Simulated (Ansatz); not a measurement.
A geometry of CdSe2 away from equilibrium: step 2 of the relaxation of a relaxed CdSe2 cell shaken by Gaussian noise of σ = 0.08 Å a coordinate. Method: r2SCAN (plane waves to 500 eV, PAW, scalar-relativistic; Ansatz, a first-principles code). Γ-centred k-mesh 3×3×3 on the run's cell (coarser than for final values), Fermi–Dirac smearing 0.05 eV.

```xyz
12
Lattice="6.6801 -0.0032 0.0086 -0.0032 6.6697 0.0126 0.0086 0.0126 6.6681" Properties=species:S:1:pos:R:3 pbc="T T T"
Cd     3.3039     3.3098     0.0609
Cd     0.0117     3.2914     3.3138
Cd    -0.0132    -0.0574     0.0639
Cd     3.4192    -0.0292     3.3083
Se     0.6873     5.9569     2.6616
Se     6.0034     0.6610     4.0248
Se     2.6306     0.6914     5.9329
Se     3.9801     5.9876     0.6540
Se     4.0360     4.0036     4.0119
Se     2.6796     2.6457     2.6806
Se     5.9760     2.6441     0.6446
Se     0.6377     4.0008     5.9925
```

Q: Predict the force on each atom, in eV/Å.

A: 
```csv
atom,Fx,Fy,Fz
Cd1,-0.04,0.04,-0.18
Cd2,-0.05,0.03,-0.03
Cd3,0.00,0.12,-0.16
Cd4,-0.16,0.02,-0.03
Se5,0.07,0.06,0.08
Se6,0.10,-0.03,0.04
Se7,-0.02,0.00,0.06
Se8,0.04,-0.07,0.06
Se9,0.17,0.15,0.28
Se10,-0.28,-0.25,-0.21
Se11,-0.40,-0.51,0.56
Se12,0.57,0.42,-0.48
```

Q: What is the pressure?

A: +0.6 GPa, compression positive.

Q: How much energy per atom can still be gained by relaxing?

A: 0.01 eV/atom; the path ends in Pa-3 (No. 205) (AFLOW prototype AB2_cP12_205_a_c (C2, as in FeS2)).

The relaxed cell holds bonded Se–Se pairs (2.37 Å). No spin polarisation in the result.

The cell that was disturbed is our relaxation of an entry of Materials Project.
